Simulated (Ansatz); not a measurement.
Consider the following.

SiO2:
```xyz
12
Lattice="5.0123 0.0000 0.0000 -2.5061 4.3408 0.0000 0.0000 0.0000 8.5397" Properties=species:S:1:pos:R:3 pbc="T T T"
Si     2.5061     1.4469     8.0020
Si     0.0000     2.8938     3.7321
Si     2.5061     1.4469     4.8075
Si     0.0000     2.8938     0.5377
O     -1.0313     1.7862     0.0000
O      2.9497     0.0000     4.2698
O      1.4749     2.5545     0.0000
O     -1.4749     2.5545     4.2698
O      2.0625     0.0000     0.0000
O      1.0313     1.7862     4.2698
O      2.5061     1.4469     6.4047
O      0.0000     2.8938     2.1349
```

This is the LDA-relaxed structure.

Q: All from the program Ansatz at the LDA level (PAW), unless another level is named. Predict the Born charges (a third of the trace).

A: Si +3.38, O -1.74 to -1.67 e.

Q: Give the electronic dielectric constant ε∞ (DFPT).

A: 2.18 (xx = yy), 2.19 (zz).

Space group P6_322. The workflow started from a Materials Project entry (that database holds measured and hypothetical structures alike); the Crystallography Open Database copy checked does not list it. It is not the phase usual at ambient conditions (space group No. 92, 152, 154). Symmetry was held in the LDA relaxation. At this level the phase is dynamically unstable (imaginary phonons).

Potentials: the later of the program's two PAW sets.
